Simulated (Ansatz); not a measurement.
**Ti2Cd: pressure against volume**

Ti2Cd, I4/mmm, a = 2.820 Å, c = 13.287 Å. The structure is a COD entry; whether it is the stable form wasn't checked. Ansatz: PBEsol, PAW, 420 eV, Γ-centred 20×20×20 mesh on 3 atoms, Gaussian smearing 0.10 eV; no spin polarisation. Shape and atoms are relaxed at each volume; pressure is positive in compression.

```tsv
V (Å³/atom)	P (GPa)
16.551	?
17.079	3.36
17.607	0.01
18.136	-2.81
18.664	-5.19
```

Problem. Take V0 = 17.607 Å³/atom, count pressures from its P0 = 0.01 GPa, fit the third-order Birch–Murnaghan form to the other rows, and predict the missing pressure.

Solution. With the Eulerian strain f = ½[(V0/V)^(2/3) − 1] and y = (P − P0)/[3f(1 + 2f)^(5/2)], the form is the line y = B0 + 1.5 B0 (B0′ − 4) f. Rows (f, y): 0.01025, 103.6; -0.00977, 101.1; -0.01906, 100.2. Means f = -0.006193, y = 101.63; Σ(Δf)² = 0.0004487, ΣΔfΔy = 0.05269; the slope is their ratio. y = 102.4 + 117.4 f GPa, so B0 = 102.4 GPa and B0′ = 4 + 2 × (117.4)/(3 × 102.4) = 4.76. At V = 16.551, f = 0.02105, y = 104.87 and P = 7.35 GPa. The run gave 7.32 GPa, so the fit is 0.03 GPa too high, a small miss on the scale of the series. The form still works here, 33 % of the fitted range beyond its end.